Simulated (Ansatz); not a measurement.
Relaxation of a relaxed Cu cell stretched uniformly to 115 % of its volume; 1 atom in the cell, which starts as Fm-3m (No. 225), cF4; a = 3.802 Å, b = 3.802 Å, c = 3.802 Å, α = 90.00°, β = 90.00°, γ = 90.00°. The numbers are results of PBE (plane waves to 420 eV, PAW, scalar-relativistic; Ansatz, a first-principles code), not measurements. Γ-centred k-mesh 15×15×15 on the run's cell (coarser than for final values), Fermi–Dirac smearing 0.05 eV. This is the first round of the run. 

The optimiser's lines from the output (shortened; P is positive under compression):

```
relax step   1: F+E_penalty+E_count = -6625.09347688 eV  Δ(F+E_penalty+E_count) = +0.000e0 eV  max|allowed force component| = 0.000e0 eV/Å  Δτ_max = 0.0000 Å  P = -13.914 GPa  Ω = 13.738 Å³  (7 SCF iters, dr2 threshold 1.00e-7 eV, accepted)
relax step   2: F+E_penalty+E_count = -6625.17304960 eV  Δ(F+E_penalty+E_count) = -7.957e-2 eV  max|allowed force component| = 0.000e0 eV/Å  Δτ_max = 0.0000 Å  P = -6.100 GPa  Ω = 12.527 Å³  (6 SCF iters, dr2 threshold 1.00e-7 eV, accepted)
relax step   3: F+E_penalty+E_count = -6625.18387423 eV  Δ(F+E_penalty+E_count) = -1.082e-2 eV  max|allowed force component| = 0.000e0 eV/Å  Δτ_max = 0.0000 Å  P = +2.620 GPa  Ω = 11.722 Å³  (6 SCF iters, dr2 threshold 1.00e-7 eV, accepted)
relax step   4: F+E_penalty+E_count = -6625.18536913 eV  Δ(F+E_penalty+E_count) = -1.495e-3 eV  max|allowed force component| = 0.000e0 eV/Å  Δτ_max = 0.0000 Å  P = -0.258 GPa  Ω = 11.953 Å³  (6 SCF iters, dr2 threshold 1.00e-7 eV, accepted)
relax step   5: F+E_penalty+E_count = -6625.18540188 eV  Δ(F+E_penalty+E_count) = -3.275e-5 eV  max|allowed force component| = 0.000e0 eV/Å  Δτ_max = 0.0000 Å  P = -0.009 GPa  Ω = 11.932 Å³  (6 SCF iters, dr2 threshold 1.00e-7 eV, accepted)
relax step   6: F+E_penalty+E_count = -6625.18394413 eV  Δ(F+E_penalty+E_count) = +1.458e-3 eV  max|allowed force component| = 0.000e0 eV/Å  Δτ_max = 0.0000 Å  P = +0.014 GPa  Ω = 11.932 Å³  stress off target by 1.45e-2 GPa  SCF on the basis re-selected at this cell (its energy is not comparable with the rows above)  (7 SCF iters)
```

From the first to the last row the energy changes by -0.09 eV/atom and the volume by -13.1 %. The last row is marked as not comparable with the walk above it, whose basis was carried along; it does compare with step 1, since both stand on a basis selected at the nominal cutoff for their own cell.

Later rounds, restarted from the end of this one on a renewed k-mesh, logged 4 more steps and released under 0.01 eV/atom more. The final structure after all rounds: Fm-3m (No. 225), cF4, fcc (Cu type); a = b = c = 3.629 Å, α = β = γ = 90.00°. Between re-selections the logged energies stand on a plane-wave basis carried along with the cell. No spin polarisation in the result.

The run could not lose the symmetry of its start.
